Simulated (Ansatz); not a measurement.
CrAgO2:
```
CrAgO2
1.0
    1.49516     0.86323     6.18420
   -1.49516     0.86323     6.18420
    0.00000    -1.72646     6.18420
Cr Ag O
1 1 2
Cartesian
  0.00000   0.00000   9.27631
  0.00000   0.00000   0.00000
  0.00000   0.00000  16.45208
  0.00000   0.00000   2.10054
```
The run is spin-polarised; directions of the spins, atom by atom: ↑ 0 0 0.

Relaxed with r²SCAN.

Problem. Give the Bader charges and basin volumes of the independent atoms, r²SCAN in the plane-wave PAW code Ansatz.

Solution. 

| atom | Bader charge (e) | Bader volume (Å³) |
|---|---|---|
| Cr1 | +1.84 | 7.7 |
| Ag2 | +0.52 | 17.8 |
| O3 | -1.18 | 11.2 |

Space group R-3m. The workflow started from a Materials Project entry (that database holds measured and hypothetical structures alike); the Crystallography Open Database files this formula in space group No. 166, but the cells were not matched. Whether it is the stable phase at ambient conditions was not checked. The cell was relaxed with r²SCAN under the symmetry of its start; its stability against distortions is not shown here. The final state is ferromagnetic, the only order run, not a proven ground state. Other orbital occupations within this spin state were not tried. No Hubbard U is applied.

Potentials: the later of the program's two PAW sets.
